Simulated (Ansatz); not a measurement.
**P under strain**

Level of theory: Ansatz, DFT r2SCAN, scalar-relativistic, plane waves, PAW. (500 eV cutoff, 22×22×22 k-mesh, Gaussian smearing of 0.10 eV, no spin polarisation)

The relaxed crystal:

```
P
1.0
     2.43735    0.00000    0.00000
     0.00000    2.43735    0.00000
     0.00000    0.00000    2.43735
P
1
Direct
  0.00000 0.00000 0.00000
```

Deformation: shear that moves c along a by the strain times its height over the a-b plane, the cell held and the atoms relaxed, all within the symmetry that the strain leaves. Energies are extrapolated to zero smearing. On this cell's mesh the reference holds a stress of up to 0.19 GPa.

A cell with an odd number of electrons and no spin polarisation is a metal by construction and may be lower with spin.

```
strain (%)  ΔE (meV/atom) a (Å) b (Å) c (Å)
      +0.0            0.0  2.437  2.437  2.437
      +1.0            0.4  2.437  2.437  2.437
      +2.0            1.6  2.437  2.437  2.438
      +3.0            3.6  2.437  2.437  2.438
      +4.0            6.4  2.437  2.437  2.439
      +6.0           14.2  2.437  2.437  2.442
```

(1) What stiffness (1/V) d²E/dε² at zero strain does a cubic fit over all points give?

Answers

(1) A cubic fit gives (1/V) d²E/dε² = 94 GPa at zero strain (the shear constant for this plane and direction).

This simple cubic form isn't the element's structure at ambient conditions.